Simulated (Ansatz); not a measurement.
**K₂Au, before and after**

The cell of K₂Au is invented: close-packed layers stacked ABC (P-3m1, No. 164) (elements of the layers in order: Au K K). The dimensions are guesses.

POSCAR.start

```
K Au
1.0
     4.33869    0.00000    0.00000
    -2.16935    3.75742    0.00000
     0.00000    0.00000    9.45354
K Au
2 1
Direct
  0.33333 0.66667 0.29424
  0.66667 0.33333 0.70576
  0.00000 0.00000 0.00000
```

Method: Ansatz 0.2.0, DFT PBE, scalar-relativistic, plane waves, PAW. Cutoff 420 eV, Gaussian smearing, Γ-centred meshes. Cell and atoms relax first on a coarse mesh and then on a finer one. In between, the cell is made exact in the group found at 0.06 Å. In metals the finer mesh still leaves noise of several meV/atom or more. The steps can't lower the symmetry of their start. No spin polarisation.

POSCAR.end

```
K Au
1.0
     4.73300    0.00000    0.00000
    -2.36650    4.09890    0.00000
     0.00000    0.00000    8.05838
K Au
2 1
Direct
  0.33333 0.66667 0.24070
  0.66667 0.33333 0.75930
  0.00000 0.00000 0.00000
```

The symmetry stays P-3m1 (No. 164). The end has the cadmium iodide type. The volume per atom grows by 1.4 %, from 51.4 to 52.1 Å³. The shortest distance goes from 3.74 Å (K–Au) to 3.35 Å (K–Au). The ratio c/a of the conventional cell changes by a factor of 0.78. The energy falls by about 0.18 eV/atom (the start's value is from the coarse mesh).

* Volume per atom: 52.11 Å³
* Density: 2.92 g/cm³
* Energy over the elements: −0.17 eV/atom
* Gap on the 12×12×6 mesh of the 3-atom cell: 0 eV (a metal)

Formation energies are uncorrected and refer to the elements' standard structures at the same level. It lies below the elements, which doesn't yet make it stable against other compounds or structures.

The last run used Gaussian smearing of 0.10 eV. These runs have no spin–orbit coupling, which can matter for Au. Symmetry constrained the relaxation, so the result can be a saddle point. In all, the 3 runs took 120 s on 1 thread of Intel(R) Xeon(R) Platinum 8375C CPU @ 2.90GHz (Ice Lake), with other jobs on the host.
